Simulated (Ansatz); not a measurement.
Ge:
```cif
data_Ge2
_chemical_formula_sum 'Ge2'
_space_group_name_H-M_alt 'P 1'
_space_group_IT_number 1
_cell_length_a 4.01167
_cell_length_b 4.01167
_cell_length_c 4.01167
_cell_angle_alpha 60.000
_cell_angle_beta 60.000
_cell_angle_gamma 60.000
loop_
_space_group_symop_operation_xyz
  'x, y, z'
loop_
_atom_site_label
_atom_site_type_symbol
_atom_site_fract_x
_atom_site_fract_y
_atom_site_fract_z
_atom_site_occupancy
Ge1 Ge 0.50000 0.50000 0.50000 1
Ge2 Ge 0.75000 0.75000 0.75000 1
```

Relaxed with r²SCAN.

Q: Decompose the optical modes at the zone centre into irreducible representations, and say which are infrared and Raman allowed.

A: Point group m-3m: Γ_opt = T2g. Infrared: none. Raman: T2g.

Q: Assign frequencies (DFPT, plane-wave PAW r²SCAN (Ansatz code)).

A: T2g 297 cm⁻¹.

Space group Fd-3m (diamond). Symmetry was held in the r²SCAN relaxation; phonons on a q-mesh show no instability.

Potentials: the later of the program's two PAW sets.
